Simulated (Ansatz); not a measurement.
Input and command of a plane-wave DFT calculation in Ansatz:

```yaml
crystal:
  lattice:
    - [3.780659, 0.0, 0.0]
    - [0.0, 3.780659, 0.0]
    - [0.0, 0.0, 8.026287]
  atoms:
    - { symbol: Zr, position: [0.5, 0.5, 0.728601] }
    - { symbol: Zr, position: [0.0, 0.0, 0.270239] }
    - { symbol: As, position: [0.5, 0.0, 0.998561] }
    - { symbol: As, position: [0.0, 0.5, 0.998561] }
    - { symbol: As, position: [0.5, 0.5, 0.378887] }
    - { symbol: S, position: [0.0, 0.0, 0.62515] }
basis:
  ecutwfc: 500
kpoints:
  mp_grid: { grid: [10, 10, 6] }
hamiltonian:
  xc: r2scan
scf:
  occupations: { method: gaussian, width: 0.1 }
output:
  forces: true
  stress: true
  eigenvalues: true
  write_density: true
  write_potential: true
  elf: true
  volumetric_format: npy
relax:
  adjacent_minimum: "off"
  f_tol: 0.005
  max_steps: 80
  cell: { stress_tol: 0.05 }
```

```bash
ansatz run input.yaml --threads 1 --pin off --max-ram 2560MiB --backend cpu --events-out ev --progress --plain --runs-dir out
```

Processor: Arm Neoverse V2, 1 thread, on a host shared with other jobs.

Q: Estimate time, memory and problem size.

A: About 11 min on 1 thread of Arm Neoverse V2, on a shared host, peak memory 0.77 GiB. It solves 45 bands at 84 k points (the mesh reduced by the symmetry that the task leaves, which can be less than the crystal's) with about 2869 plane waves (on the last cell), in 48 SCF iterations over 6 ionic steps.
